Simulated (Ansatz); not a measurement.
## Notes on YbPS₄

```xyz
12
Lattice="-4.0853 4.0853 3.5831 4.0853 -4.0853 3.5831 4.0853 4.0853 -3.5831" Properties=species:S:1:pos:R:3 pbc="T T T"
S     4.0853    3.5885    2.0324
S    -1.5459    2.0427    3.8239
S     4.0853    0.4968    2.0324
S     1.5459    2.0427    3.8239
S     0.0000    0.4968    1.5508
S     2.5394    2.0427   -0.2408
S     0.0000    3.5885    1.5508
S     5.6312    2.0427   -0.2408
Yb    0.0000    6.1280    0.8958
Yb    4.0853   -2.0427    2.6873
P     0.0000    2.0427    2.6873
P     4.0853    2.0427    0.8958
```

Method: r2SCAN, no spin polarisation; PAW, plane waves to 500 eV, 4×4×4 Γ-centred mesh, cold occupations (width 0.1831 eV) (Ansatz 0.2.0), atoms fixed.

Q: Which element gives electrons and which takes them?

A: Bader charges in e: Yb +1.72, P +2.90, S -1.16. In the mean P gives up most and S takes most.

Q: Where is the largest force?

A: The largest is on S1 (and as large on other atoms): 2.47 eV/Å, components (0.00, 1.45, 2.00). It makes 162° with the line to a nearest neighbour, P12 at 1.92 Å, pointing away from it.

Q: What does the stress say?

A: The pressure is 14.3 GPa (compression positive), so with the atoms held at these fractions the cell would first expand; the forces are large, so a full relaxation may end otherwise. The principal stresses 12.7, 15.0, 15.0 GPa differ, so its shape would change too.

Q: What happens at the Fermi level?

A: It is a metal, with about 27 states/eV a cell as the mean within 0.25 eV of the Fermi level, mostly Yb f (77 %) and S p (21 %).

Origin: a known structure type with other elements, at an estimated volume, so it need not be a known compound. Caveats: no spin polarisation, so a magnetic state may lie lower; atoms or cell far from equilibrium; wide smearing; f levels without a U or exact exchange are poorly placed.
